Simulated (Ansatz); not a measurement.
Sn:
```cif
data_Sn
_chemical_formula_sum 'Sn1'
_space_group_name_H-M_alt 'P6/mmm'
_space_group_IT_number 191
_space_group_name_Hall '-P 6 2'
_cell_length_a 3.27321
_cell_length_b 3.27321
_cell_length_c 3.05574
_cell_angle_alpha 90.000
_cell_angle_beta 90.000
_cell_angle_gamma 120.000
loop_
_atom_site_label
_atom_site_type_symbol
_atom_site_symmetry_multiplicity
_atom_site_Wyckoff_symbol
_atom_site_fract_x
_atom_site_fract_y
_atom_site_fract_z
_atom_site_occupancy
Sn1 Sn 1 a 0.00000 0.00000 0.00000 1
```

Relaxed at zero pressure with DFT-PBE in the program Ansatz with PAW potentials.

### Question
The volume is raised by 6 % and shape and atoms relax at that volume. What pressure results, and how do the axes share the change?

### Answer
-2.4 GPa; a 2.0 %, b 2.0 %, c 1.9 %; the energy rises by 14 meV/atom.

### Question
Give the new structure.

### Answer

Space group P6/mmm (No. 191); a = b = 3.3384 Å, c = 3.1139 Å, α = β = 90.00°, γ = 120.00°

```json
[
 {"atom": "Sn", "site": "1a", "symmetry": "6/mmm", "x": "0.0000", "y": "0.0000", "z": "0.0000"}
]
```

The phase is kept; no other phase was compared at this pressure.

The start of the workflow was typed in or built on a structure type; neither database checked (COD, Materials Project) lists it. It is not the phase usual at ambient conditions (space group No. 141). Symmetry was held in the PBE relaxation; its stability against distortions is not shown here. Axis ratios of metals converge slowly with the k-mesh, so a and c are less sure than the volume. Spin–orbit coupling is left out wherever it is not named.

Potentials: the earlier of the program's two PAW sets.
